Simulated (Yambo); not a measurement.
Data:

```xyz
2
Lattice="0.0000 2.7428 2.7428 2.7428 0.0000 2.7428 2.7428 2.7428 0.0000" Properties=species:S:1:pos:R:3 pbc="T T T"
O      2.7428     2.7428     2.7428
Ba     0.0000     0.0000     0.0000
```

Workflow: PBEsol (Quantum ESPRESSO, PseudoDojo norm-conserving, 84 Ry, with spin-orbit coupling), then G0W0 in Yambo (4×4×4 Γ-centred k mesh, 196 bands and a 10 Ry block in the screening, 196 bands in G with the Bruneval-Gonze terminator, plasmon pole fitted at 27.2 eV).

Problem. Give the PBEsol and G0W0 gaps between the band edges found on this mesh, and say where the edges lie.

Solution. Edges: X → X. PBEsol: 1.79 eV; G0W0: 3.08 eV. Convergence of the G0W0 settings was not tested. 

Geometry relaxed with PBEsol.
